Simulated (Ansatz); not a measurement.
Thermal properties of ZrTi3N4 from its phonons

These are results of DFT PBE, scalar-relativistic, plane waves, PAW (Ansatz), not measurements. Cutoff 420 eV, 12×12×6 k-points (Γ-centred), Fermi-Dirac smearing of 0.15 eV. No spin polarisation. Phonons by linear response, acoustic sum rule imposed.

Relaxed structure:
```yaml
crystal:
  lattice:
    - [3.08661, 0.00000, 0.00000]
    - [0.00000, 3.08661, 0.00000]
    - [0.00000, 0.00000, 8.69077]
  atoms:
    - { symbol: Zr, position: [0.00000, 0.00000, 0.00000] }
    - { symbol: Ti, position: [0.00000, 0.00000, 0.50000] }
    - { symbol: Ti, position: [0.50000, 0.50000, 0.26262] }
    - { symbol: Ti, position: [0.50000, 0.50000, 0.73738] }
    - { symbol: N, position: [0.00000, 0.00000, 0.74173] }
    - { symbol: N, position: [0.50000, 0.50000, 0.50000] }
    - { symbol: N, position: [0.00000, 0.00000, 0.25827] }
    - { symbol: N, position: [0.50000, 0.50000, 0.00000] }
```

The structure comes from a generated guess, relaxed at this level; another structure or a mixture of phases may lie lower. In a metal, frequencies and elastic constants depend on the k mesh and the smearing, soft modes and shear constants most. The q mesh is coarse, so values between its points are rough.

Force constants from linear response on a 2×2×1 q mesh, interpolated to a fine mesh.

Phonon density of states, in bins of 10 cm⁻¹:
```tsv
bin centre (cm⁻¹)	share of modes (%)
5	0.0
15	0.0
25	0.0
35	0.0
45	0.0
55	0.1
65	0.1
75	0.1
85	0.2
95	0.2
105	0.3
115	0.4
125	0.7
135	1.8
145	2.2
155	2.4
165	3.2
175	3.2
185	3.4
195	4.1
205	3.4
215	3.7
225	4.1
235	3.4
245	5.3
255	1.4
265	1.9
275	1.5
285	1.7
295	1.2
305	0.1
315	0.0
325	0.0
335	0.0
345	0.0
355	2.2
365	1.3
375	0.6
385	0.1
395	0.0
405	0.0
415	0.1
425	0.8
435	2.2
445	7.2
455	3.5
465	2.9
475	4.4
485	2.7
495	1.0
505	0.5
515	2.3
525	1.7
535	0.0
545	0.0
555	2.5
565	2.9
575	3.0
585	0.0
595	0.3
605	3.0
615	2.6
625	1.6
635	0.8
645	0.1
```

Task: Give the zero-point energy per atom.

Result: 65.7 meV.

Task: How large are the vibrational entropy and heat capacity at 300 K?

Result: S = 2.15 k_B and C_V = 2.33 k_B per atom, 78 % of the Dulong–Petit value.

Task: Tabulate them against temperature.

Result:
```
T (K)  F_vib (meV/atom)  S (k_B/atom)  C_V (k_B/atom)
  100              64.7          0.39            0.84
  200              57.5          1.30            1.82
  300              42.6          2.15            2.33
  400              20.9          2.85            2.58
  500              -6.3          3.45            2.72
  600             -38.2          3.95            2.80
  700             -74.2          4.39            2.85
  800            -113.6          4.77            2.88
  900            -156.2          5.11            2.91
 1000            -201.6          5.42            2.92
```
